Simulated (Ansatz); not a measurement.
The start is a generated trial cell of In in the bcc structure type. The cell and all atomic positions are relaxed at zero pressure with r2SCAN (plane waves to 500 eV, PAW, scalar-relativistic; Ansatz, a first-principles code). The first steps use a coarse 12×12×12 k-mesh.

The start:
```
CELL_PARAMETERS angstrom
     -1.87103     1.87103     1.87103
      1.87103    -1.87103     1.87103
      1.87103     1.87103    -1.87103
ATOMIC_POSITIONS crystal
  In 0.00000 0.00000 0.00000
```

* **Volume change**: +1.8 %, from 26.20 to 26.66 Å³/atom
* **Shortest distances (start → end)**: The closest pairs of elements (up to four, under 3.6 Å), start → end: In–In 3.24 → 3.26 Å
* **Band gap at the end**: zero (metallic)
* **Optimiser moves**: 3

Final structure:

Space group Im-3m (No. 229); a = 3.764 Å, b = 3.764 Å, c = 3.764 Å, α = 90.00°, β = 90.00°, γ = 90.00°

```tsv
atom	site	symmetry	x	y	z
In	2a	m-3m	0.0000	0.0000	0.0000
```
(The calculation used a cell of 1 atom; values per cell refer to that cell.)

Final values are on a 17×17×17 k-mesh of the relaxed cell. No spin polarisation in the result.

The run could not lower the symmetry of its start; a shaken copy of this end point relaxes with r2SCAN to I4/mmm (No. 139), 0.02 eV/atom lower.

The relaxed structure here is a generated cell of In: the first start was made by placing the elements on the sites of a structure type, and the end was not matched to a known phase here, so it may be hypothetical. Known forms of In include space group No. 139.
